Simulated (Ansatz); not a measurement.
Below is a relaxed structure of TiSi2. It was relaxed at this level from a cell as deposited in COD.

The calculation used DFT PBE, scalar-relativistic, plane waves, PAW (Ansatz). Cutoff 420 eV, Γ-centred mesh, Gaussian smearing, no spin polarisation.

```yaml
crystal:
  lattice:
    - [0.00000, 4.13524, 4.27947]
    - [2.40383, 0.00000, 4.27947]
    - [2.40383, 4.13524, 0.00000]
  atoms:
    - { symbol: Ti, position: [0.75000, 0.75000, 0.75000] }
    - { symbol: Ti, position: [0.50000, 0.50000, 0.50000] }
    - { symbol: Si, position: [0.08684, 0.41316, 0.08684] }
    - { symbol: Si, position: [0.41316, 0.08684, 0.41316] }
    - { symbol: Si, position: [0.16316, 0.83684, 0.16316] }
    - { symbol: Si, position: [0.83684, 0.16316, 0.83684] }
```

The zero of energy is the elements' standard structures at the same level; no fitted shifts are applied.

Question: What space group does it have?

Answer: Fddd (No. 70). Conventional cell: a = 4.808 Å, b = 8.270 Å, c = 8.559 Å. Ti has 4 Si at 2.56 Å, 6 Si at 2.76–2.79 Å and 4 Ti at 3.21 Å; Si has 2 Si at 2.53 Å, 2 Ti at 2.56 Å, 3 Si at 2.70–2.80 Å, 3 Ti at 2.76–2.79 Å and 4 Si at 3.21 Å.

Question: How far does it lie from the elements in energy?

Answer: −0.56 eV/atom. It lies below the elements, which doesn't yet make it stable against other compounds or structures.

Question: Is it a metal?

Answer: Yes, bands cross the Fermi level on the 10×10×10 mesh.

The last run used a 10×10×10 mesh for its 6-atom cell and Gaussian smearing of 0.10 eV. Symmetry constrained the relaxation, so the result can be a saddle point.
